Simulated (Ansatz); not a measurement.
SiGe:
```
SiGe
1.0
    3.95964     0.00000     0.00000
    0.00000     3.96618     0.00000
    0.00000     0.00000     5.59580
Si Ge
2 2
Direct
  0.75000   0.00000   0.88093
  0.25000   0.00000   0.11907
  0.25000   0.50000   0.36856
  0.75000   0.50000   0.63144
```

Relaxed with PBE. Special points in fractions of this cell's reciprocal vectors: Γ (0.000, 0.000, 0.000); X (0.500, 0.000, 0.000); S (0.500, 0.500, 0.000); Y (0.000, 0.500, 0.000); Z (0.000, 0.000, 0.500); U (0.500, 0.000, 0.500); R (0.500, 0.500, 0.500); T (0.000, 0.500, 0.500).

Question: List the band energies nearest the valence-band maximum at these points for PBE with spin–orbit coupling (plane waves, PAW; program Ansatz).

Answer: In eV from the valence-band maximum; about four levels below and three above (degenerate sets whole), none deeper than 8.9 eV; points with the same levels are listed once.

```tsv
k	below	above
Γ	-0.07 -0.07 0.00 0.00	0.56 0.56 0.77 0.77
X	-1.49 -1.49 -1.49 -1.49	2.11 2.11 2.11 2.11
S	-2.88 -2.88 -2.88 -2.88	0.38 0.38 0.38 0.38
Y	-1.80 -1.80 -1.16 -1.16	1.77 1.77 2.47 2.47
Z	-1.96 -1.96 -1.69 -1.69	0.71 0.71 1.23 1.23
U	-1.31 -1.31 -1.31 -1.31	0.65 0.65 0.65 0.65
R	-3.79 -3.79 -3.79 -3.79	4.15 4.15 4.15 4.15
T	-1.31 -1.31 -0.96 -0.96	0.23 0.23 1.09 1.09
```

Space group Pmma. The start of the workflow was typed in or built on a structure type; neither database checked (COD, Materials Project) lists it. Whether it is the stable phase at ambient conditions was not checked. The cell was relaxed with PBE under the symmetry of its start; its stability against distortions is not shown here.

Potentials: the later of the program's two PAW sets.
